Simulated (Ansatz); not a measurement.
Here is the system:

SrTiO₃:
```
CELL_PARAMETERS angstrom
     -2.74391     2.74391     3.90462
      2.74391    -2.74391     3.90462
      2.74391     2.74391    -3.90462
ATOMIC_POSITIONS crystal
  Sr 0.75000 0.25000 0.50000
  Sr 0.25000 0.75000 0.50000
  Ti 0.00000 0.00000 0.00000
  Ti 0.50000 0.50000 0.00000
  O  0.77464 0.27464 0.04929
  O  0.22536 0.72536 0.95071
  O  0.27464 0.22536 0.50000
  O  0.72536 0.77464 0.50000
  O  0.75000 0.75000 0.00000
  O  0.25000 0.25000 0.00000
```

This is the PBEsol-relaxed structure. Cartesian axes are those of the cell as given.

Question: All from DFT-PBEsol in the program Ansatz with PAW potentials, unless another level is named. Estimate the Debye temperature from the elastic constants.

Answer: 643 K.

Question: Next, the elastic constants (relaxed ions, GPa)?

Answer: C11 = 320, C12 = 92.9, C13 = 119, C33 = 345, C44 = 85.6, C66 = 121.

Space group I4/mcm. The first step of the workflow began from a Materials Project structure, measured or hypothetical; the Crystallography Open Database files this formula in space group No. 140, but the cells were not matched. It is not the phase usual at ambient conditions (space group No. 221). The PBEsol relaxation kept the symmetry of its start. At this level the phase is dynamically unstable (imaginary phonons). No spin polarisation was allowed.

Potentials: the earlier of the program's two PAW sets. The files were generated under PBE; for other functionals the program regenerates the frozen cores, and for LDA and PBEsol the local potential too.
